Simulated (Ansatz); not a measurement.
## MnIr (R-3m): electronic heat capacity from the density of states

All numbers below come from Ansatz, DFT r2SCAN, scalar-relativistic, plane waves, PAW.

Plane waves to 500 eV, a k mesh through Γ of 18×18×18 on the computed 2-atom cell and Gaussian smearing (0.10 eV); collinear spin from starting moments 3.8 0 μB.

Relaxed cell: R-3m, a = 2.772 Å, b = 2.772 Å, c = 12.595 Å, α = 90.00°, β = 90.00°, γ = 120.00°, 2 atoms in the primitive cell. Whether it is the stable form of this composition wasn't checked.

The density of states at the Fermi level is 1.638 states/eV in the cell of 2 atoms (1 formula unit; both spins, tetrahedra on a 27×27×27 mesh). The run ends with a moment of 3.53 μB a cell (largest on a site 3.45 μB), and the figure is for this state; a paramagnetic sample can have a quite different one. Another magnetic order, if the compound takes it, can change N(E_F) and the shape of the cell a good deal.

Question: What Sommerfeld coefficient does this give?

Answer: Per formula unit N(E_F) = 1.638 states/eV. γ = (π²/3) k_B² N(E_F) N_A = 2.357 mJ/(mol K²) per state/eV, so γ = 3.9 mJ/(mol K²), a mole of formula units. This is the bare band result: a measured γ of the same phase and magnetic order is as a rule larger by a factor 1 + λ from phonons and spin fluctuations. N(E_F) at one energy is sensitive to the mesh where the density of states has sharp peaks.

The state reached may not be the lowest one. Spin-orbit coupling is left out, which matters for the bands of heavy elements. Only parallel moments were tried here.

Only this magnetic start was tried.

Cost: 1 run of about 7.9 core-minutes, on Intel Xeon Processor @ 2.50GHz (Skylake/Cascade Lake) (shared hosts).